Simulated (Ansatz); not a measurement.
LiCl (rock salt, space group No. 225), a = 5.112 Å, b = 5.112 Å, c = 5.112 Å, α = 90.00°, β = 90.00°, γ = 90.00°; the cell used has 2 atoms.

Relaxed with r²SCAN.

**Question.** Give the optical modes at the zone centre with their infrared and Raman activity from DFPT, DFT-r²SCAN in the program Ansatz with PAW potentials.

**Answer.** Transverse frequencies, without the LO–TO term; a row sums one degenerate level.

```tsv
ω (cm⁻¹)	degeneracy	IR ((D/Å)²/amu)	Raman (Å⁴/amu)	activity	symmetry
193	3	16.37	0	IR	T1u
```

**Question.** How high does the top mode go among those that the LO–TO term moves?

**Answer.** 400 cm⁻¹ for q along x.

Space group Fm-3m (rock salt). Symmetry was held in the r²SCAN relaxation; phonons on a q-mesh show no instability.

Potentials: the later of the program's two PAW sets.
